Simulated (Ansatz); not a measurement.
**Relaxing a structure of Mo2C**

The start is a relaxed Mo2C cell displaced along its unstable phonon at q = Γ (217i cm⁻¹), largest move 0.15 Å. A full variable-cell relaxation at zero pressure is run with PBE (plane waves to 420 eV, PAW, scalar-relativistic; Ansatz, an electronic-structure program). First-step values are on the input's coarse k-mesh.

Ansatz input (later rounds restart from its end on a renewed k-mesh):
Ansatz 0.2 input:
```yaml
crystal:
  lattice:
    - [4.5437365816, 0, 0]
    - [-2.2718682908, 3.9349913078, 0]
    - [0, 0, 6.2596272759]
  atoms:
    - { symbol: C, position: [0.5330124771, 0, 0] }
    - { symbol: C, position: [0.4669875229, 0.4669875229, 0.3333333333] }
    - { symbol: C, position: [1, 0.5330124771, 0.6666666667] }
    - { symbol: Mo, position: [0.173447939, 0.3521896503, -0.0003468355] }
    - { symbol: Mo, position: [0.826552061, 0.1787417113, 0.3336801688] }
    - { symbol: Mo, position: [0.6478103497, 0.8212582887, 0.6663198312] }
    - { symbol: Mo, position: [0.8212582887, 0.6478103497, 0.0003468355] }
    - { symbol: Mo, position: [0.1787417113, 0.826552061, 0.3329864979] }
    - { symbol: Mo, position: [0.3521896503, 0.173447939, 0.6670135021] }
basis: { ecutwfc: 420, ecutrho_ratio: 4, xc_grid: 2, fft_grid_basis: typed }
kpoints: { mp_grid: { grid: [8, 8, 5] } }
hamiltonian:
  xc: pbe
  dispersion: none
  pseudopotentials: { kind: paw }
scf: { occupations: { method: fermi_dirac, width: 0.05 } }
relax: { f_tol: 0.01, max_steps: 100, cell: { stress_tol: 0.02 } }
output: { forces: true, stress: true }
```

```json
{
 "largest_initial_force": "0.29 eV/Å, on C1, C2, C3 (atoms numbered as listed)",
 "energy_released": "0.62 eV/atom",
 "volume_change": "+2.1 %, from 12.44 to 12.70 Å³/atom",
 "relative_to_the_parent": "It does not go back: it reaches P3₂21 (No. 154), 0.63 eV/atom below the parent",
 "Shortest distances (start → end)": "The closest pairs of elements (up to four, under 3.6 Å), start → end: C–Mo 2.39 → 2.07 Å; Mo–Mo 2.50 → 2.61 Å; C–C 3.10 → 3.27 Å",
 "band_gap_at_the_end": "zero (metallic)",
 "optimiser_moves": "16"
}
```

Final values are on a 11×11×9 k-mesh of the relaxed cell. No spin polarisation in the result.

The run could not lose the symmetry of its start, so the end can be a saddle point.

The relaxed structure here is a generated cell of Mo2C: the first start was made by placing the elements on the sites of a structure type, and the end was not matched to a known phase here, so it may be hypothetical.
